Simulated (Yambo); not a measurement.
# Optical response of NiZn

```xyz
2
Lattice="2.8891 0.0000 0.0000 0.0000 2.8891 0.0000 0.0000 0.0000 2.8891" Properties=species:S:1:pos:R:3 pbc="T T T"
Ni     0.0000     0.0000     0.0000
Zn     1.4446     1.4446     1.4446
```

Yambo, RPA with local fields on LDA bands; 18×18×18 mesh, 45 bands, 4 Ry local-field block, 0.25 eV broadening; field along x.

```tsv
E (eV)	Im ε	Im ε, independent particles
0.6	24.5	24.5
1.2	18.7	18.8
1.9	12.8	12.8
2.5	8.69	8.68
3.1	8.90	8.90
3.8	14.3	14.4
4.4	9.42	9.42
5.0	6.82	6.76
5.6	6.69	6.67
6.2	6.42	6.39
6.9	5.78	5.72
7.5	4.89	4.83
8.1	4.27	4.20
8.8	3.41	3.36
9.4	2.57	2.53
10.0	2.22	2.20
10.6	1.93	1.91
11.2	1.75	1.74
11.9	1.58	1.57
12.5	1.46	1.45
13.1	1.30	1.31
13.8	1.19	1.21
14.4	1.22	1.24
15.0	1.14	1.18
15.6	1.16	1.20
16.2	1.11	1.15
16.9	1.10	1.16
17.5	1.04	1.09
18.1	0.99	1.05
18.8	0.90	0.95
19.4	0.80	0.84
20.0	0.72	0.76
```

Only interband transitions are included: the Drude term is missing, so nothing below about 0.6 eV and no real part is shown. Structure narrower than a few tenths of an eV can come from the finite k mesh.

Geometry of the Materials Project entry, not relaxed at this level.

The runs are not spin-polarised; magnetic order was not tried.
